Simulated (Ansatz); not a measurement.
CsPbBr$_{3}$ (cubic perovskite)

```cif
data_Br3CsPb
_chemical_formula_sum 'Cs1 Pb1 Br3'
_space_group_name_H-M_alt 'Pm-3m'
_space_group_IT_number 221
_space_group_name_Hall '-P 4 2 3'
_cell_length_a 5.93781
_cell_length_b 5.93781
_cell_length_c 5.93781
_cell_angle_alpha 90.000
_cell_angle_beta 90.000
_cell_angle_gamma 90.000
loop_
_atom_site_label
_atom_site_type_symbol
_atom_site_symmetry_multiplicity
_atom_site_Wyckoff_symbol
_atom_site_fract_x
_atom_site_fract_y
_atom_site_fract_z
_atom_site_occupancy
Cs1 Cs 1 a 0.00000 0.00000 0.00000 1
Pb1 Pb 1 b 0.50000 0.50000 0.50000 1
Br1 Br 3 c 0.00000 0.50000 0.50000 1
```

Two coordinates are scanned: the volume, and the ratio of the stretch along z (the conventional c axis) to the stretch across it. Atoms keep their fractional coordinates.

Computed with r2SCAN (plane waves to 500 eV, PAW, scalar-relativistic; Ansatz, a first-principles code). k mesh 6×6×6 (Γ-centred), Fermi-Dirac smearing 0.05 eV. Compression counts positive. CsPbBr3 was relaxed with its symmetry unable to fall. Spin-orbit coupling is left out, though Pb is heavy. The PAW data are Ansatz's earlier set. This is a high-temperature form of CsPbBr3. 

| σzz − σxx (GPa) | V/V₀ = 0.960 | V/V₀ = 0.980 | V/V₀ = 1.000 | V/V₀ = 1.020 | V/V₀ = 1.040 |
|---|---|---|---|---|---|
| (c/a)/(c/a)₀ = 0.960 | (withheld) | 2.05 | 1.88 | 1.72 | (withheld) |
| (c/a)/(c/a)₀ = 0.980 | (withheld) | 0.98 | 0.90 | 0.82 | (withheld) |
| (c/a)/(c/a)₀ = 1.000 | 0.00 | 0.00 | 0.00 | 0.00 | 0.00 |
| (c/a)/(c/a)₀ = 1.020 | -0.99 | -0.90 | -0.82 | (withheld) | -0.69 |
| (c/a)/(c/a)₀ = 1.040 | -1.90 | -1.74 | (withheld) | -1.45 | -1.32 |

**Question.** What belongs in the gaps?

**Answer.** 
- (c/a)/(c/a)₀ = 0.960, V/V₀ = 0.960: 2.24
- (c/a)/(c/a)₀ = 0.960, V/V₀ = 1.040: 1.58
- (c/a)/(c/a)₀ = 0.980, V/V₀ = 0.960: 1.07
- (c/a)/(c/a)₀ = 0.980, V/V₀ = 1.040: 0.75
- (c/a)/(c/a)₀ = 1.020, V/V₀ = 1.020: -0.75
- (c/a)/(c/a)₀ = 1.040, V/V₀ = 1.000: -1.59

(A scan under strain: stresses follow from slopes of the energy per volume, elastic moduli from its curvatures.)
